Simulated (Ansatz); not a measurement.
Ansatz (a first-principles code) input:

Ansatz 0.2 input:
```yaml
crystal:
  lattice:
    - [0.0, 2.44083327, 2.44083327]
    - [2.44083327, 0.0, 2.44083327]
    - [2.44083327, 2.44083327, 0.0]
  atoms:
    - { symbol: Pb, position: [0.0, 0.0, 0.0] }
kpoints:
  mp_grid: { grid: [30, 30, 30] }
hamiltonian:
  xc: lda
  pseudopotentials: { azcp: { folder: ./paw }, kind: paw }
scf:
  occupations: { method: fermi_dirac, width: 0.1 }
elastic: { mode: relaxed_ion, stencil: two_point, amplitude: 0.005, f_tol: 0.0005 }
```

Output (shortened):

```
Pseudopotential: Pb, paw, valence charge 14
Functional definition: SPW92
Crystal: 1 atoms, lattice volume = 29.083 Å³
Basis set: ecut = 420 eV, 537 PW (Γ)
Bands: 11, of which v1, the nominal top of the filled ones, is band 7 counted from 1 (6 counted from 0)
Symmetry: 48 space group operations
Space group: Fm-3m (ITA 225), of the structure as read, at distance tolerance 3.1e-5 Å
k-points: 752 of 27000
SCF iter   1: F=—  HF=-11604.172255 eV  |F-HF|=—  |Δ(HF+E_count)|=         —  Δρ=1.03e-2  dr2=4.15e-2  ethr=3.10e-3  ⟨swp⟩=6.0  Hψ=57651  notcnv=0
preconditioner: auto → none
SCF iter   2: F=—  HF=-11604.157424 eV  |F-HF|=—  |Δ(HF+E_count)|=   1.48e-2  Δρ=5.63e-3  dr2=1.36e-2  ethr=2.96e-4  ⟨swp⟩=1.8  Hψ=15375  notcnv=0  defer=15
SCF iter   3: F=—  HF=-11604.151448 eV  |F-HF|=—  |Δ(HF+E_count)|=   5.98e-3  Δρ=9.32e-4  dr2=1.43e-4  ethr=9.70e-5  ⟨swp⟩=2.1  Hψ=14743  notcnv=0  defer=15
SCF iter   4: F=—  HF=-11604.151391 eV  |F-HF|=—  |Δ(HF+E_count)|=   5.67e-5  Δρ=1.41e-4  dr2=8.55e-6  ethr=1.02e-6  ⟨swp⟩=2.0  Hψ=14626  notcnv=0  defer=59
SCF iter   5: F=—  HF=-11604.151388 eV  |F-HF|=—  |Δ(HF+E_count)|=   3.12e-6  Δρ=2.39e-5  dr2=1.24e-7  ethr=6.11e-8  ⟨swp⟩=2.2  Hψ=12926  notcnv=0  defer=59
SCF iter   6: F=—  HF=-11604.151388 eV  |F-HF|=—  |Δ(HF+E_count)|=   1.22e-7  Δρ=2.99e-6  dr2=1.35e-9  ethr=8.89e-10  ⟨swp⟩=2.7  Hψ=13404  notcnv=0  defer=59
SCF iter   7: F=—  HF=-11604.151388 eV  |F-HF|=—  |Δ(HF+E_count)|=  6.93e-10  Δρ=3.13e-7  dr2=1.82e-11  ethr=9.66e-12  ⟨swp⟩=2.0  Hψ=12976  notcnv=0  defer=59
SCF iter   8: F=-11604.151388 eV  HF=-11604.151388 eV  |F-HF|=9.09e-12  |Δ(HF+E_count)|=  9.09e-12  Δρ=2.24e-8  dr2=8.68e-14  ethr=1.00e-12  ⟨swp⟩=4.9  Hψ=44689  notcnv=0
SCF 1 converged in 8 iterations: F = -11604.151388 eV  dr2 = 8.68e-14
Crystal: 1 atoms, lattice volume = 28.938 Å³
Symmetry: 16 space group operations
k-points: 1992 of 27000
iter 1 solved again at ethr=1.14e-7 eV; its pass at ethr=3.10e-3 eV (dr2=1.60e-5 eV) is discarded
SCF iter   1: F=—  HF=-11604.151268 eV  |F-HF|=—  |Δ(HF+E_count)|=         —  Δρ=1.06e-4  dr2=3.15e-6  ethr=1.14e-7  ⟨swp⟩=3.0  Hψ=206066  notcnv=0  defer=18
preconditioner: auto → none
SCF iter   2: F=—  HF=-11604.151267 eV  |F-HF|=—  |Δ(HF+E_count)|=   7.23e-7  Δρ=4.30e-5  dr2=3.42e-7  ethr=2.25e-8  ⟨swp⟩=2.7  Hψ=38880  notcnv=0  defer=18
SCF iter   3: F=—  HF=-11604.151266 eV  |F-HF|=—  |Δ(HF+E_count)|=   5.74e-7  Δρ=1.35e-5  dr2=3.03e-8  ethr=2.44e-9  ⟨swp⟩=1.0  Hψ=21780  notcnv=0  defer=18
SCF iter   4: F=—  HF=-11604.151266 eV  |F-HF|=—  |Δ(HF+E_count)|=   1.04e-8  Δρ=1.18e-6  dr2=2.52e-10  ethr=2.16e-10  ⟨swp⟩=2.0  Hψ=25676  notcnv=0  defer=18
SCF iter   5: F=—  HF=-11604.151266 eV  |F-HF|=—  |Δ(HF+E_count)|=  5.64e-11  Δρ=4.78e-8  dr2=3.06e-13  ethr=1.80e-12  ⟨swp⟩=2.9  Hψ=37052  notcnv=0  defer=18
SCF iter   6: F=-11604.151266 eV  HF=-11604.151266 eV  |F-HF|=1.82e-12  |Δ(HF+E_count)|=  1.82e-12  Δρ=1.30e-8  dr2=3.32e-14  ethr=1.00e-12  ⟨swp⟩=4.4  Hψ=73116  notcnv=0
SCF 2 converged in 6 iterations: F = -11604.151266 eV  dr2 = 3.32e-14
Crystal: 1 atoms, lattice volume = 29.229 Å³
Basis set: ecut = 420 eV, 545 PW (Γ)
iter 1 solved again at ethr=1.66e-11 eV; its pass at ethr=3.10e-3 eV (dr2=2.32e-9 eV) is discarded
SCF iter   1: F=—  HF=-11604.151240 eV  |F-HF|=—  |Δ(HF+E_count)|=         —  Δρ=1.48e-5  dr2=2.76e-9  ethr=1.66e-11  ⟨swp⟩=3.1  Hψ=204859  notcnv=0  defer=1
preconditioner: auto → none
SCF iter   2: F=—  HF=-11604.151240 eV  |F-HF|=—  |Δ(HF+E_count)|=   3.65e-8  Δρ=7.40e-6  dr2=5.15e-10  ethr=1.66e-11  ⟨swp⟩=2.0  Hψ=35209  notcnv=0  defer=1
SCF iter   3: F=—  HF=-11604.151241 eV  |F-HF|=—  |Δ(HF+E_count)|=   1.20e-8  Δρ=1.22e-6  dr2=2.10e-11  ethr=3.68e-12  ⟨swp⟩=1.0  Hψ=21781  notcnv=0  defer=1
SCF iter   4: F=—  HF=-11604.151241 eV  |F-HF|=—  |Δ(HF+E_count)|=  3.27e-10  Δρ=5.99e-8  dr2=1.77e-13  ethr=1.50e-13 (applied; sched 1.00e-12)  ⟨swp⟩=2.2  Hψ=35242  notcnv=0  defer=131
SCF iter   5: F=-11604.151241 eV  HF=-11604.151241 eV  |F-HF|=5.46e-12  |Δ(HF+E_count)|=  5.46e-12  Δρ=1.77e-9  dr2=6.55e-16  ethr=1.00e-12  ⟨swp⟩=4.1  Hψ=71607  notcnv=0
SCF 3 converged in 5 iterations: F = -11604.151241 eV  dr2 = 6.55e-16
Crystal: 1 atoms, lattice volume = 29.083 Å³
Symmetry: 8 space group operations
k-points: 3736 of 27000
iter 1 solved again at ethr=6.62e-8 eV; its pass at ethr=3.10e-3 eV (dr2=9.27e-6 eV) is discarded
SCF iter   1: F=—  HF=-11604.151345 eV  |F-HF|=—  |Δ(HF+E_count)|=         —  Δρ=7.57e-5  dr2=2.64e-6  ethr=6.62e-8  ⟨swp⟩=3.3  Hψ=381506  notcnv=0  defer=29
preconditioner: auto → none
SCF iter   2: F=—  HF=-11604.151345 eV  |F-HF|=—  |Δ(HF+E_count)|=   7.42e-7  Δρ=2.82e-5  dr2=3.17e-7  ethr=1.89e-8  ⟨swp⟩=1.0  Hψ=40886  notcnv=0  defer=29
SCF iter   3: F=—  HF=-11604.151344 eV  |F-HF|=—  |Δ(HF+E_count)|=   4.82e-7  Δρ=3.71e-6  dr2=1.98e-9  ethr=2.26e-9  ⟨swp⟩=2.0  Hψ=48102  notcnv=0  defer=29
SCF iter   4: F=—  HF=-11604.151344 eV  |F-HF|=—  |Δ(HF+E_count)|=  9.64e-10  Δρ=4.38e-7  dr2=5.90e-11  ethr=1.42e-11  ⟨swp⟩=2.5  Hψ=66384  notcnv=0  defer=29
SCF iter   5: F=—  HF=-11604.151344 eV  |F-HF|=—  |Δ(HF+E_count)|=  2.55e-11  Δρ=7.36e-8  dr2=1.72e-12  ethr=4.21e-13 (applied; sched 1.00e-12)  ⟨swp⟩=2.0  Hψ=65520  notcnv=0  defer=104
SCF iter   6: F=-11604.151344 eV  HF=-11604.151344 eV  |F-HF|=0.00e0  |Δ(HF+E_count)|=  5.46e-12  Δρ=1.84e-8  dr2=2.31e-14  ethr=1.00e-12  ⟨swp⟩=4.8  Hψ=140373  notcnv=0
SCF 4 converged in 6 iterations: F = -11604.151344 eV  dr2 = 2.31e-14
Crystal: 1 atoms, lattice volume = 29.083 Å³
iter 1 solved again at ethr=5.42e-12 eV; its pass at ethr=3.10e-3 eV (dr2=7.59e-10 eV) is discarded
SCF iter   1: F=—  HF=-11604.151344 eV  |F-HF|=—  |Δ(HF+E_count)|=         —  Δρ=8.07e-6  dr2=8.00e-10  ethr=5.42e-12  ⟨swp⟩=3.1  Hψ=381634  notcnv=0  defer=1
preconditioner: auto → none
SCF iter   2: F=—  HF=-11604.151344 eV  |F-HF|=—  |Δ(HF+E_count)|=   1.16e-8  Δρ=4.03e-6  dr2=1.61e-10  ethr=5.42e-12  ⟨swp⟩=2.0  Hψ=63769  notcnv=0  defer=1
SCF iter   3: F=—  HF=-11604.151344 eV  |F-HF|=—  |Δ(HF+E_count)|=   3.84e-9  Δρ=5.40e-7  dr2=5.21e-12  ethr=1.15e-12  ⟨swp⟩=1.0  Hψ=40868  notcnv=0  defer=1
SCF iter   4: F=-11604.151344 eV  HF=-11604.151344 eV  |F-HF|=0.00e0  |Δ(HF+E_count)|=  6.73e-11  Δρ=3.60e-8  dr2=6.32e-14  ethr=1.00e-12  ⟨swp⟩=3.5  Hψ=177247  notcnv=0
SCF 5 converged in 4 iterations: F = -11604.151344 eV  dr2 = 6.32e-14
SCF converged after 8 iterations
Free energy (F): -11604.151388 eV
Harris-Foulkes:  -11604.151388 eV  (|F-HF|=9.09e-12)
Internal energy: -11604.134927 eV  (E = F + TS)
E sigma→0 (E₀):  -11604.143157 eV
Entropy (-TS):   -0.016462 eV (-16.462 meV/atom)
Fermi energy:    11.469335 eV
--- Per-component energies (eV) ---
  E_band       = -29.694003
  E_kinetic    = 294.496542
  E_local      = -954.275002  (includes V_loc(G=0)·N_el)
  E_nonlocal   = 309.269503
  E_hartree    = 366.059752
  E_xc         = -204.895650
  E_vxc        = -139.533364  (∫ρ·V_xc dr)
  E_paw        = -10089.345782  (= ΣΔE_a)
  E_vpaw       = -271.771174  (= ΣTr[D̂ρ^β])
  E_aug_tail   = -0.000009  (compensation charges beyond the density's cutoff)
  E_ewald      = -1325.366658
  E_core_change = -0.077624  (= ΣΔE_core)
  E_smearing   = -0.016462  (= −TS)
  E_closure    = 0.000000  (closes the sum)
  Σ components = -11604.151388   (vs F -11604.151388, Δ=0.00e0)
  [band-id]    e_kinetic+e_local+e_nonlocal+2·e_hartree+e_vxc+e_vpaw+e_augmentation_tail = -29.693998   (vs E_band -29.694003, Δ=4.97e-6)
--- Forces (eV/Å), atoms counted from 1 ---
  atom   1  Pb     0.00000000     0.00000000     0.00000000
  max |Σ_I F_I| component: 0.0 eV/Å
--- Stress (GPa, compression-positive) ---
       -0.016012       0.000000       0.000000
        0.000000      -0.016012       0.000000
        0.000000       0.000000      -0.016012
  P = ⅓ Tr σ = -0.0160 GPa (-0.160 kbar)
--- Band table (eV; the first three rows and the last of 752) ---
  k-point 0: bands = ["-5.5625", "-5.5625", "-5.5625", "-5.4002", "-5.4002", "-0.6579", "19.1033", "19.1033", "19.1033", "21.3021", "23.3569"]
  k-point 1: bands = ["-5.5625", "-5.5605", "-5.5605", "-5.4004", "-5.4004", "-0.6356", "18.7915", "19.0746", "19.0746", "21.2375", "23.5130"]
  k-point 2: bands = ["-5.5628", "-5.5550", "-5.5550", "-5.4008", "-5.4008", "-0.5688", "18.0179", "18.9920", "18.9920", "21.1222", "23.7918"]
  k-point 751: bands = ["-5.5530", "-5.5243", "-5.4677", "-5.3466", "-5.2081", "4.7839", "9.7407", "10.2325", "11.7034", "22.4635", "23.3564"]
--- Elastic constants: 2 strain directions × 2 members + reference (group order 48) ---
  dense FFT box of the reference and of every strained cell: 24×24×24
  strains applied: 11, 23; error gains: componentwise 1.00 (the most a stress slope's error grows in a printed constant), spectral 1.73 (1 for all six strains …
  C = ∂σ_k/∂η_j (tension-positive GPa; Voigt order 11 22 33 23 13 12):
        59.474     48.185     48.185      0.000      0.000      0.000
        48.185     59.474     48.185      0.000      0.000      0.000
        48.185     48.185     59.474      0.000      0.000      0.000
         0.000      0.000      0.000     19.529      0.000      0.000
         0.000      0.000      0.000      0.000     19.529      0.000
         0.000      0.000      0.000      0.000      0.000     19.529
  reference stress σ⁰ (GPa):      0.016      0.016      0.016      0.000      0.000      0.000
  C* (energy form; C + prestress term) asymmetry max|C*_kj − C*_jk| = 2.842e-14 GPa — a small one proves nothing (zero by symmetry where the batch's group is …
  moduli (Voigt/Reuss/Hill, GPa): K = 51.95/51.95/51.95   G = 13.98/9.84/11.91   E = 33.19   ν = 0.394
  mechanically stable: yes (min eigenvalue of sym C = 11.29 GPa)
  where every solve meets its electron count the energy-path curvature estimates C_jj along a normal strain and C_jj − ¼(σ⁰_aa + σ⁰_bb) along a shear (ab), of …
  strain η (Voigt 11):  stress-route row diagonal C_11 = 59.47 GPa, energy-path curvature d²(F+E_count+ΔE)/dδ²/Ω₀ = 59.47 GPa
         δ    σ_11 (GPa)             F (eV)   n_scf  n_hpsi   n_pw
    -5.000e-3      -0.2855      -11604.1512665       6  434616    588   relax 0 steps, max|allowed force component| 0.00e0 eV/Å
     5.000e-3       0.3093      -11604.1512405       5  400762    588   relax 0 steps, max|allowed force component| 0.00e0 eV/Å
  strain η (Voigt 23):  stress-route row diagonal C_44 = 19.53 GPa, energy-path curvature d²(F+E_count+ΔE)/dδ²/Ω₀ = 19.51 GPa
         δ    σ_23 (GPa)             F (eV)   n_scf  n_hpsi   n_pw
    -5.000e-3      -0.0976      -11604.1513442       6  802943    588   relax 0 steps, max|allowed force component| 0.00e0 eV/Å
     5.000e-3       0.0976      -11604.1513442       4  723702    588   relax 0 steps, max|allowed force component| 0.00e0 eV/Å
```

Cost: very roughly 5 core-minutes on shared cores.

Symmetry was held in the LDA relaxation. As this level gives no gap, shear constants depend on the k-mesh and smearing (Fermi–Dirac, 0.1 eV here). Spin–orbit coupling is left out wherever it is not named.

Potentials: the earlier of the program's two PAW sets. The files were generated under PBE; for other functionals the program regenerates the frozen cores, and for LDA and PBEsol the local potential too.

Ansatz is a plane-wave DFT program.
